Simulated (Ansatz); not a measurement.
Polymorphs of Pd, each relaxed with r²SCAN in the plane-wave PAW code Ansatz:

A: fcc (Cu type) (Fm-3m)
a = b = c = 3.9104 Å, α = β = γ = 90.00°

```
atom  site  symmetry       x       y       z
----  ----  --------  ------  ------  ------
Pd      4a      m-3m  0.0000  0.0000  0.0000
```

B: simple cubic (Pm-3m)
a = b = c = 2.5900 Å, α = β = γ = 90.00°

```csv
atom,site,symmetry,x,y,z
Pd,1a,m-3m,0.0000,0.0000,0.0000
```

Q: Rank these by energy per atom at 0 K (lowest first), as r²SCAN gives it.

A: A (+0 meV/atom), B (+483 meV/atom)

Constructed cells (a structure type filled with these elements, in neither database checked): B. Not the usual ambient phase: B. Unstable at this level: B. All cells were relaxed under the symmetry of their starts (and spin orders); stability against distortions was not tested throughout. Rows with no word on spin ran without spin polarisation. Scalar-relativistic: spin–orbit coupling is off unless named, which matters more the heavier the elements.

Energies hold the estimated change up to a 700 eV cutoff; steps of a few meV lie near the error of the meshes.

Potentials: the earlier of the program's two PAW sets.
